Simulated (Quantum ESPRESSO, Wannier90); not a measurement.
Wannier functions of Hg$_{2}$SeS (P-4m2)

```xyz
4
Lattice="4.2901 0.0000 0.0000 0.0000 4.2901 0.0000 0.0000 0.0000 6.0591" Properties=species:S:1:pos:R:3 pbc="T T T"
Hg     2.1451     0.0000    -1.4410
Hg     0.0000     2.1451     1.4410
Se     0.0000     0.0000     3.0295
S      2.1451     2.1451     0.0000
```

Cell from Materials Project (mp-1223907), symmetrised, no further relaxation. Not found in the COD (Crystallography Open Database) copy used; not checked further. Computed values, not measurements, from PBEsol: Quantum ESPRESSO (norm-conserving PseudoDojo potentials, cutoff 69 Ry, spinors with spin-orbit coupling) on a Γ-centred 4×4×4 mesh, then Wannier90. Density: 8×8×6 mesh, cold smearing 0.01 Ry. With spin-orbit coupling a semilocal functional can close or falsely invert a small gap; the band order was not checked against a better method.

A tight-binding model is made by disentanglement and projection with no localisation steps (num_iter = 0), so the 52 orbitals stay atom-like: hydrogen-like Hg: s;p;d; Se: s;p; S: s;p, axes along x, y, z; frozen window up to 1.50 eV relative to the Fermi level. It follows pw.x to 2.2 meV rms for states up to 1.0 eV relative to the Fermi level. Matrix elements depend on this choice of orbitals and windows.

The 20 largest hoppings ⟨m,0|H|n,R⟩ between different sites (one of each Hermitian pair; signs follow the real orbitals' lobes; the list may end inside a set of equal values):

```
m              n       R  distance of the centres (Å)  t (eV)  Im t (eV)
-------  -------  ------  ---------------------------  ------  ---------
Se3 pz↑  Hg2 py↑   0 0 0                         2.70  -1.691      0.000
Se3 pz↓  Hg2 py↓   0 0 0                         2.70  -1.691      0.000
Se3 pz↑  Hg1 px↑   0 0 1                         2.70   1.691      0.000
Se3 pz↓  Hg1 px↓   0 0 1                         2.70   1.691      0.000
Hg2 py↑  Se3 pz↑   0 1 0                         2.70   1.691      0.000
Hg2 py↓  Se3 pz↓   0 1 0                         2.70   1.691      0.000
Hg1 px↑  Se3 pz↑  1 0 -1                         2.70  -1.691      0.000
Hg1 px↓  Se3 pz↓  1 0 -1                         2.70  -1.691      0.000
Se3 py↑  Hg2 pz↑   0 0 0                         2.74  -1.662      0.000
Se3 py↓  Hg2 pz↓   0 0 0                         2.74  -1.662      0.000
Se3 px↑  Hg1 pz↑   0 0 1                         2.74   1.662      0.000
Se3 px↓  Hg1 pz↓   0 0 1                         2.74   1.662      0.000
Hg2 pz↑  Se3 py↑   0 1 0                         2.74   1.662      0.000
Hg2 pz↓  Se3 py↓   0 1 0                         2.74   1.662      0.000
Hg1 pz↑  Se3 px↑  1 0 -1                         2.74  -1.662      0.000
Hg1 pz↓  Se3 px↓  1 0 -1                         2.74  -1.662      0.000
S4 px↑    Hg2 s↑   0 0 0                         2.64   1.582      0.000
S4 px↓    Hg2 s↓   0 0 0                         2.64   1.582      0.000
S4 py↑    Hg1 s↑   0 0 0                         2.64   1.582      0.000
S4 py↓    Hg1 s↓   0 0 0                         2.64   1.582      0.000
```
